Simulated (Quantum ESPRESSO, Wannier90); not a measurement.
# InP (zinc blende): Wannier90 run

```yaml
crystal:
  lattice:
    - [0.00000, 2.95198, 2.95198]
    - [2.95198, 0.00000, 2.95198]
    - [2.95198, 2.95198, 0.00000]
  atoms:
    - { symbol: In, position: [0.00000, 0.00000, 0.00000] }
    - { symbol: P, position: [0.75000, 0.75000, 0.75000] }
```

Structure: Materials Project mp-20351, symmetrised, not relaxed again. COD (Crystallography Open Database) has an entry of this formula and space group (matched by these alone). Computed values, not measurements, from LDA: Quantum ESPRESSO (norm-conserving PseudoDojo potentials, cutoff 56 Ry, no spin polarisation, no spin-orbit coupling) on a Γ-centred 4×4×4 mesh, then Wannier90. Density: 10×10×10 mesh, Gaussian smearing 0.01 Ry. Spin-orbit coupling is left out although heavy elements are present.

Functional, cutoff and mesh named above are those of the base row (1); the first column says what each row takes instead. Model: 4 functions from bands 6-9, start SCDM (isolated) (the valence bands). Energies are relative to the valence-band maximum; the misfit is to pw.x on a path, for all bands of the set. The lattice is scaled uniformly, fractional positions fixed. Ω_total can sit in another minimum from row to row; Ω_I of an isolated set cannot.

| scale | Ω_I (Å²) | Ω_total (Å²) | rms misfit (meV) | gap (eV) | bottom of band 6 (eV) |
|---|---|---|---|---|---|
| 0.98 | 6.80 | 7.49 | 100 | 0.70 | -11.83 |
| 0.99 | 6.89 | 7.57 | 104 | 0.53 | -11.61 |
| 1 | 6.97 | 7.65 | 108 | 0.37 | -11.41 |
| 1.01 | 7.07 | 7.74 | 114 | 0.20 | -11.21 |
